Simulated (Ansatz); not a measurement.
Values for one crystal, relaxed and computed with PBEsol (plane waves, PAW; program Ansatz); other levels are named.

```yaml
volume_per_atom: 33.20 Å³
electronic_character: metallic (no gap)
zone_centre_stability: no imaginary mode at Γ
mechanical_stability: stable (all eigenvalues of C positive)
debye_temperature_from_the_elastic_constants: 121 K
Gap with spin–orbit coupling: none (metallic)
Density of states at the Fermi level: 0.59 states/eV per atom (mean over ±0.08 eV)
```

Problem. Which compound is it?
A. Ta, hcp (Mg type)
B. Mo, hcp (Mg type)
C. Ru, hcp (Mg type)
D. Bi, P4/nmm (Bi on 2c)

Solution. D, Bi, P4/nmm (Bi on 2c)

The workflow started from a Materials Project entry (that database holds measured and hypothetical structures alike); the Crystallography Open Database copy checked does not list it. It is not the phase usual at ambient conditions (space group No. 166). Symmetry was held in the PBEsol relaxation. As this level gives no gap, shear constants depend on the k-mesh and smearing (Fermi–Dirac, 0.1 eV here). Scalar-relativistic: spin–orbit coupling is off unless named, which matters more the heavier the elements.

Potentials: the earlier of the program's two PAW sets. The files were generated under PBE; for other functionals the program regenerates the frozen cores, and for LDA and PBEsol the local potential too.
